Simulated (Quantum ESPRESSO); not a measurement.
One change at a time to Al3Au2InMoSc

Calculated results; nothing here was measured. They come from Quantum ESPRESSO 7.5, a public plane-wave density functional program. Each row is one single-point run on a made-up periodic cell of eight metal atoms, with elements, volume, strain and displacements drawn at random and not relaxed, so a cell may be unstable or far from any real phase. There is no spin polarisation or spin-orbit coupling.

Settings: PBE unless stated; PseudoDojo standard norm-conserving files; Fermi-Dirac width 0.25 eV, which means electrons at about 2900 K; cutoff 1143 eV; 5 x 5 x 4 k mesh shifted half a step off Gamma. E is the free energy of the whole cell (internal energy minus TS), so a -TS column is already part of it. Stress is positive in tension, and the pressure P is minus a third of its trace.

Checks: one run of this series was repeated at a higher cutoff and on a denser mesh, which moved values by no more than 0.008 eV, 0.07 GPa and 0.009 eV/Å, and a second program with other atomic files agreed on it to 2 % rms in force and 0.5 GPa in pressure. Known limits: heavy elements are run without spin-orbit coupling, which real alloys of them have; a spin test at this wide smearing found no moment, but such smearing suppresses magnetism that the real alloy may have.

The lattice is face-centred cubic, and the cell vectors in Å are (2.116, 4.232, 2.116); (2.116, -4.232, 2.116); (2.116, 0.000, -6.348), a volume of 151.57 Å³ in run 1. The elements on sites 1 to 8 are In Al Sc Au Al Mo Au Al. Each later run makes one change to run 1 and keeps the rest. E is counted from run 1, and is n/a where other atomic files have another zero of energy.

```
run,change,V (Å³),P (GPa),-TS (eV),rms force (eV/Å),largest change of a force component (eV/Å),E (eV)
1,none,151.57,-3.66,-1.216,0.532,0.000,0.000
2,sites 4 and 5 exchanged,151.57,-3.74,-1.230,0.474,0.824,0.090
3,all lengths scaled by +1.64 %,159.15,-7.24,-1.268,0.470,0.186,?
4,PBEsol in place of PBE,151.57,-7.52,-1.220,0.523,0.073,n/a
5,Ru on site 8,151.57,-9.11,-1.259,0.368,0.722,n/a
6,site 6 moved by +0.18 Å along y,151.57,-3.56,-1.215,0.528,0.702,0.012
```

## Worked estimate

Along a uniform scaling dE = -P dV. The mean of the two pressures is -5.450 GPa and the volume changes by 7.58 Å³, with 160.2 GPa to one eV/Å³. The same two rows give -V dP/dV = 73 GPa for this cell with clamped atoms, which is not the bulk modulus of a real alloy.

## Withheld value

Question: what E should run 3 give?

The estimate is 0.258 eV. The calculation gave 0.262 eV. The mean of two end points misses the curvature of P, and the finite cutoff adds a little.
